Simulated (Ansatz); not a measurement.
This cell of CsBr (CsCl type) is off equilibrium:

```
CELL_PARAMETERS angstrom
      4.31457     0.00000     0.00000
      0.00000     4.31457     0.00000
      0.00000     0.00000     4.31457
ATOMIC_POSITIONS crystal
  Cs 0.00000 0.00000 0.00000
  Br 0.50000 0.50000 0.50000
```

Computed with PBE (plane waves to 420 eV, PAW, scalar-relativistic; Ansatz, a quantum-chemistry and plane-wave program). k mesh 8×8×8 (Γ-centred), Fermi-Dirac smearing 0.05 eV. E stands for the smeared free energy. Compression counts positive. CsBr was relaxed with its symmetry unable to fall.

Problem. What is the stress tensor (GPa)?

Solution. 
```
   0.72     0.00     0.00
   0.00     0.72     0.00
   0.00     0.00     0.72
```
The pressure, a third of the trace, is 0.72 GPa.

Problem. It is the relaxed cell scaled evenly to V/V₀ = 0.950, atoms relaxed where free. What is its energy relative to the relaxed cell?

Solution. 4.6 meV/atom.

(Under strain, the slope of the energy per volume gives the stress and its curvature an elastic modulus.)
